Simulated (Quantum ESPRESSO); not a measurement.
Ga7AlP8, input and log of a self-consistent run

A calculation, not a measurement. The program is pw.x of Quantum ESPRESSO 7.5 (plane-wave density functional theory). The cell is made up: 16 atoms on a doubled zincblende/diamond lattice, with randomly drawn elements, strain and displacements, not relaxed. PseudoDojo standard norm-conserving files (v0.5 for PBE, v0.4.1 for LDA and PBEsol) set the functional; there is no spin polarisation, spin-orbit coupling or dispersion term, and the masses in the input are unused placeholders.

Input:

```
&control calculation='scf', pseudo_dir='./dojo.nc.sr.pbe.v0_5.standard.upf', outdir='./o', disk_io='low', tprnfor=.true., tstress=.true. /
&system ibrav=0, nat=16, ntyp=3, nbnd=73, ecutwfc=101.20763327, nosym=.true., tot_charge=0,
 occupations='smearing', smearing='fd', degauss=0.0018374661
/
&electrons conv_thr=7.350e-09, electron_maxstep=60, /
ATOMIC_SPECIES
Al 1.0 Al.upf
Ga 1.0 Ga.upf
P 1.0 P.upf
CELL_PARAMETERS angstrom
5.466 0.0297 0.0684
0.0297 5.4491 0.0012
0.1368 0.0023 10.9749
ATOMIC_POSITIONS angstrom
Ga 0.0282 0.0566 -0.1
Ga 0.0445 2.7111 2.7424
Ga 2.8116 -0.0606 2.6724
Ga 2.7449 2.6159 0.0478
Ga 0.1006 0.0437 5.4902
Al 0.0182 2.748 8.0858
Ga 2.8352 -0.0153 8.274
Ga 2.9158 2.7366 5.4307
P 1.4137 1.233 1.2871
P 1.459 3.9517 4.2284
P 4.1554 1.3872 4.1028
P 4.0928 4.1134 1.3423
P 1.4438 1.4322 6.7881
P 1.5208 3.9723 9.5853
P 4.2406 1.3486 9.6593
P 4.206 4.2895 6.9147
K_POINTS automatic
6 6 4 1 1 1
```

The log is shortened where brackets say so; the opening notice, blank lines, dates and the lines on written files are dropped, and the path of the files is cut. It prints rydbergs, bohrs and kilobars, and counts compression as positive stress. With no partly filled state, the Fermi energy that it prints is only some level between the filled and the empty states on the mesh, and need not lie in the true gap.

```
     Program PWSCF v.7.5
     Parallel version (MPI & OpenMP), running on       4 processor cores
     Number of MPI processes:                 4
     Threads/MPI process:                     1
     [start-up lines left out]
     bravais-lattice index     =            0
     lattice parameter (alat)  =      10.3302  a.u.
     unit-cell volume          =    2205.5198 (a.u.)^3
     number of atoms/cell      =           16
     number of atomic types    =            3
     number of electrons       =       134.00
     number of Kohn-Sham states=           73
     kinetic-energy cutoff     =     101.2076  Ry
     charge density cutoff     =     404.8305  Ry
     scf convergence threshold =      7.3E-09
     mixing beta               =       0.7000
     number of iterations used =            8  plain     mixing
     Exchange-correlation= PBE
                           (   1   4   3   4   0   0   0)
     [axes and pseudopotential details left out]
   Cartesian axes
     site n.     atom                  positions (alat units)
         1        Ga     tau(   1) = (   0.0051587   0.0103540  -0.0182932  )
         2        Ga     tau(   2) = (   0.0081405   0.4959473   0.5016730  )
         3        Ga     tau(   3) = (   0.5143319  -0.0110857   0.4888678  )
         4        Ga     tau(   4) = (   0.5021304   0.4785321   0.0087442  )
         5        Ga     tau(   5) = (   0.0184030   0.0079941   1.0043339  )
         6        Al     tau(   6) = (   0.0033294   0.5026975   1.4791525  )
         7        Ga     tau(   7) = (   0.5186491  -0.0027989   1.5135803  )
         8        Ga     tau(   8) = (   0.5333935   0.5006120   0.9934495  )
         9        P      tau(   9) = (   0.2586111   0.2255553   0.2354519  )
        10        P      tau(  10) = (   0.2668980   0.7228928   0.7735102  )
        11        P      tau(  11) = (   0.7601561   0.2537634   0.7505339  )
        12        P      tau(  12) = (   0.7487046   0.7524730   0.2455498  )
        13        P      tau(  13) = (   0.2641174   0.2619954   1.2417615  )
        14        P      tau(  14) = (   0.2782032   0.7266613   1.7534592  )
        15        P      tau(  15) = (   0.7757419   0.2467023   1.7669962  )
        16        P      tau(  16) = (   0.7694125   0.7846873   1.2649207  )
     number of k points=    72  Fermi-Dirac smearing, width (Ry)=  0.0018
                       cart. coord. in units 2pi/alat
        k(    1) = (   0.0821233   0.0831385   0.0612204), wk =   0.0277778
        k(    2) = (   0.0805649   0.0831195   0.1857628), wk =   0.0277778
     [further k points left out]
     Dense  grid:   303265 G-vectors     FFT dimensions: (  72,  72, 135)
     Estimated max dynamical RAM per process >       1.31 GB
     Estimated total dynamical RAM >       5.01 GB
     Initial potential from superposition of free atoms
     starting charge     133.9777, renormalised to     134.0000
     Starting wfcs are   99 randomized atomic wfcs
     total cpu time spent up to now is       32.5 secs
     per-process dynamical memory:  1137.7 Mb
     Self-consistent Calculation
     iteration #  1     ecut=   101.21 Ry     beta= 0.70
     Davidson diagonalization with overlap
     ethr =  1.00E-02,  avg # of iterations =  3.9
     Threshold (ethr) on eigenvalues was too large:
     Diagonalizing with lowered threshold
     Davidson diagonalization with overlap
     ethr =  4.59E-04,  avg # of iterations =  2.0
     total cpu time spent up to now is      177.1 secs
     total energy              =   -1186.33445536 Ry
     estimated scf accuracy    <       0.63176282 Ry
     iteration #  2     ecut=   101.21 Ry     beta= 0.70
     Davidson diagonalization with overlap
     ethr =  4.71E-04,  avg # of iterations =  4.4
     total cpu time spent up to now is      249.5 secs
     total energy              =   -1186.46155987 Ry
     estimated scf accuracy    <       0.17984651 Ry
     iteration #  3     ecut=   101.21 Ry     beta= 0.70
     Davidson diagonalization with overlap
     ethr =  1.34E-04,  avg # of iterations =  9.3
     total cpu time spent up to now is      336.7 secs
     total energy              =   -1186.47320167 Ry
     estimated scf accuracy    <       0.15881425 Ry
     iteration #  4     ecut=   101.21 Ry     beta= 0.70
     Davidson diagonalization with overlap
     ethr =  1.19E-04,  avg # of iterations =  8.4
     total cpu time spent up to now is      415.1 secs
     total energy              =   -1186.50753837 Ry
     estimated scf accuracy    <       0.01942690 Ry
     iteration #  5     ecut=   101.21 Ry     beta= 0.70
     Davidson diagonalization with overlap
     ethr =  1.45E-05,  avg # of iterations =  7.1
     total cpu time spent up to now is      488.2 secs
     total energy              =   -1186.50965900 Ry
     estimated scf accuracy    <       0.00195792 Ry
     [iterations 6 to 8 left out]
     iteration #  9     ecut=   101.21 Ry     beta= 0.70
     Davidson diagonalization with overlap
     ethr =  2.51E-09,  avg # of iterations =  5.0
     total cpu time spent up to now is      786.0 secs
     total energy              =   -1186.51003496 Ry
     estimated scf accuracy    <       0.00000188 Ry
     iteration # 10     ecut=   101.21 Ry     beta= 0.70
     Davidson diagonalization with overlap
     ethr =  1.40E-09,  avg # of iterations =  2.0
     total cpu time spent up to now is      849.1 secs
     total energy              =   -1186.51003513 Ry
     estimated scf accuracy    <       0.00000020 Ry
     iteration # 11     ecut=   101.21 Ry     beta= 0.70
     Davidson diagonalization with overlap
     ethr =  1.51E-10,  avg # of iterations =  4.3
     total cpu time spent up to now is      923.9 secs
     total energy              =   -1186.51003520 Ry
     estimated scf accuracy    <       0.00000009 Ry
     iteration # 12     ecut=   101.21 Ry     beta= 0.70
     Davidson diagonalization with overlap
     ethr =  6.50E-11,  avg # of iterations =  2.0
     total cpu time spent up to now is      983.3 secs
     total energy              =   -1186.51003520 Ry
     estimated scf accuracy    <       0.00000001 Ry
     iteration # 13     ecut=   101.21 Ry     beta= 0.70
     Davidson diagonalization with overlap
     ethr =  7.66E-12,  avg # of iterations =  4.1
     total cpu time spent up to now is     1050.3 secs
     End of self-consistent calculation
          k = 0.0821 0.0831 0.0612 ( 37959 PWs)   bands (ev):
    -7.5119  -7.4863  -7.4842  -7.4644  -7.4519  -7.4177  -7.3749  -7.3608
    -7.3549  -7.3466  -7.3393  -7.3377  -7.3303  -7.3270  -7.3254  -7.3139
    -7.2992  -7.2933  -7.2896  -7.2836  -7.2806  -7.2777  -7.2721  -7.2680
    -7.2654  -7.2629  -7.2583  -7.2505  -7.2486  -7.2457  -7.2417  -7.2353
    -7.2324  -7.2140  -7.2092  -5.0913  -4.3692  -3.8476  -2.5167  -2.4193
    -2.3387  -2.2657  -2.1760   0.5419   0.6338   0.6806   0.8916   1.3709
     2.9785   3.5141   3.5557   3.9016   4.1938   4.2132   4.2724   4.3366
     4.4983   4.6556   4.6837   4.8436   5.2405   5.4259   5.8236   5.8947
     6.3885   7.0957   7.1551   8.8421   8.9190   9.0507   9.1794   9.3622
     9.4602
     [levels at the other k points left out]
     the Fermi energy is     8.0489 ev
!    total energy              =   -1186.51003521 Ry
     estimated scf accuracy    <          3.4E-10 Ry
     smearing contrib. (-TS)   =      -0.00000000 Ry
     internal energy E=F+TS    =   -1186.51003521 Ry
     The total energy is F=E-TS. E is the sum of the following terms:
     one-electron contribution =    -590.19794046 Ry
     hartree contribution      =     394.94527165 Ry
     xc contribution           =    -328.43133402 Ry
     ewald contribution        =    -662.82603238 Ry
     convergence has been achieved in  13 iterations
     Forces acting on atoms (cartesian axes, Ry/au):
     atom    1 type  2   force =     0.00226719   -0.05372333    0.00163070
     atom    2 type  2   force =     0.01525426    0.00570765   -0.02858082
     atom    3 type  2   force =    -0.03759669    0.00981115    0.05368523
     atom    4 type  2   force =     0.00132992    0.03362149   -0.00932468
     atom    5 type  2   force =     0.00934777    0.00242656   -0.02629114
     atom    6 type  1   force =     0.01768880    0.00300149    0.03494423
     atom    7 type  2   force =    -0.04399037    0.03211867    0.02320961
     atom    8 type  2   force =     0.00161538    0.00818029    0.05421415
     atom    9 type  3   force =    -0.01895157    0.02954689    0.05097351
     atom   10 type  3   force =    -0.01840780    0.05782038   -0.05887741
     atom   11 type  3   force =     0.01228907   -0.04223137   -0.01118264
     atom   12 type  3   force =     0.05161659   -0.03499877   -0.01373303
     atom   13 type  3   force =     0.02683533   -0.01318283    0.02237757
     atom   14 type  3   force =    -0.01528970    0.00752491   -0.00818331
     atom   15 type  3   force =    -0.00545721    0.01821854   -0.04643984
     atom   16 type  3   force =     0.00144901   -0.06384173   -0.03842214
     Total force =     0.213002     Total SCF correction =     0.000062
     Computing stress (Cartesian axis) and pressure
          total   stress  (Ry/bohr**3)                   (kbar)     P=       26.04
   0.00019960  -0.00011802  -0.00014929           29.36      -17.36      -21.96
  -0.00011802   0.00017646   0.00002740          -17.36       25.96        4.03
  -0.00014929   0.00002740   0.00015497          -21.96        4.03       22.80
     init_run     :     31.33s CPU     32.47s WALL (       1 calls)
     electrons    :    998.44s CPU   1017.86s WALL (       1 calls)
     forces       :     13.42s CPU     13.54s WALL (       1 calls)
     stress       :     44.81s CPU     46.06s WALL (       1 calls)
     [timing details left out]
     PWSCF        :  18m 8.30s CPU  18m30.60s WALL
     JOB DONE.
```

In other units: free energy -16143.291 eV for the cell, pressure 2.60 GPa, largest force component 1.641 eV/Å. This run is the check on a run of the same cell at a cutoff of 1088 eV and k mesh 4 x 4 x 2: rerunning at a cutoff of 1377 eV and k mesh 6 x 6 x 4 moved values by no more than 0.019 eV in energy, 0.03 GPa in stress and 0.002 eV/Å in force.